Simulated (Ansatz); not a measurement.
## S: stationary points along a deformation path

These are results of Ansatz, DFT r2SCAN, scalar-relativistic, plane waves, PAW, not measurements. Settings: plane waves to 500 eV, k-mesh 22×22×22 (Γ-centred), Gaussian smearing 0.15 eV. No spin polarisation. Energies are free energies at this smearing, counted from the undisturbed cell; pressure is positive in compression.

The undisturbed cell (as given, not relaxed at this level; it stands at 0.8 GPa; this fcc form isn't the usual structure):

```
CELL_PARAMETERS angstrom
0.00000 1.99435 1.99435
1.99435 0.00000 1.99435
1.99435 1.99435 0.00000
ATOMIC_POSITIONS crystal
S 0.00000 0.00000 0.00000
```

At fixed volume and fractional coordinates, lengths along (0.000, 0.000, 1.000) are scaled against those across it; ρ is that ratio over its starting value. V = 15.865 Å³/atom. Δσ is the stress along the axis less the mean stress across it (compression positive).

```csv
ρ,ΔE (meV/atom),Δσ (GPa),space group
0.707,-216.0,0.02,Im-3m
0.850,-89.4,-15.77,I4/mmm
1.000,0.0,0.00,Fm-3m
1.200,-120.5,18.20,I4/mmm
1.414,-372.1,25.68,I4/mmm
```

Problem. How does the stress give the slope of the energy, and where is the energy stationary?

Solution. Along the path d ln(length) is 2/3 d ln ρ on the axis and −1/3 d ln ρ across it, so dE/d ln ρ = −(2/3) V Δσ: the energy falls with ρ where Δσ is positive. Δσ vanishes or changes sign at ρ = 0.707 (Im-3m, an end of the scan), at -216.0 meV/atom; at ρ = 1.000 (Fm-3m), a maximum at 0.0 meV/atom. Pairs of stationary points between two samples would go unseen, and could change a minimum read from distant neighbours into a maximum. At ρ = 0.707, 1.000 the cell is cubic, where symmetry alone makes the stress isotropic and the slope zero.

Problem. Is the start the lowest point of the path?

Solution. No: ρ = 1.414 lies 372.1 meV/atom lower, with no sampled rise above the start on the way. Volume and inner coordinates are held, so a relaxed structure there would lie lower still.

In a metal these slopes depend on the k mesh and the smearing.